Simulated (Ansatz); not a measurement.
Given:

TaTe:
```yaml
crystal:
  lattice:
    - [1.81503, -5.06150, 0.00000]
    - [1.81503, 5.06150, 0.00000]
    - [0.00000, 0.00000, 4.73428]
  atoms:
    - { symbol: Te, position: [0.63629, 0.36371, 0.25000] }
    - { symbol: Ta, position: [0.92281, 0.07719, 0.25000] }
    - { symbol: Te, position: [0.36371, 0.63629, 0.75000] }
    - { symbol: Ta, position: [0.07719, 0.92281, 0.75000] }
```

This is the r²SCAN-relaxed structure.

**Question.** All from r²SCAN in the plane-wave PAW code Ansatz, unless another level is named. Estimate the electronic character.

**Answer.** metallic (no gap).

**Question.** Give the density of states at the Fermi level.

**Answer.** 0.78 states/eV per atom (mean over ±0.08 eV).

**Question.** And the formation energy from the elements (no fitted shifts)?

**Answer.** 0.075 eV/atom.

Space group Cmcm. The start of the workflow was typed in or built on a structure type; neither database checked (COD, Materials Project) lists it. Whether it is the stable phase at ambient conditions was not checked. Symmetry was held in the r²SCAN relaxation; whether a distortion lowers the energy is not shown. No spin polarisation was allowed. The references are the lowest solids computed at this level, not always the standard phases. Scalar-relativistic: spin–orbit coupling is off unless named, which matters more the heavier the elements.

Potentials: the earlier of the program's two PAW sets.
